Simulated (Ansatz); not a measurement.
ScGa3 (Cu3Au type, Pm-3m), r²SCAN (plane waves, PAW; program Ansatz), all energies at zero smearing, with the estimated change up to a 700 eV cutoff added, with one set of potentials and settings (totals compare only within such a set). Cell of 4 atoms (1 Sc, 3 Ga): -13513.479 eV.

```tsv
element	reference phase	E (eV/atom)
Sc	P6_3/mmc, 2 atoms in the cell	-2140.5738
Ga	Cmce, 4 atoms in the cell	-3790.2689
```

Formation energy per atom, worked out: (-13513.479 − 1×(-2140.5738) − 3×(-3790.2689))/4 = -0.525 eV/atom (-51 kJ per mol of atoms), at 0 K, without zero-point energy or fitted corrections.

The first step of the workflow began from a Materials Project structure, measured or hypothetical; the Crystallography Open Database files this formula in space group No. 221, but the cells were not matched. Its standing as an ambient phase is unchecked. Symmetry was held in the r²SCAN relaxation; its stability against distortions is not shown here. The run is not spin-polarised. The references are the lowest solids computed at this level, not always the standard phases.

Potentials: the later of the program's two PAW sets.
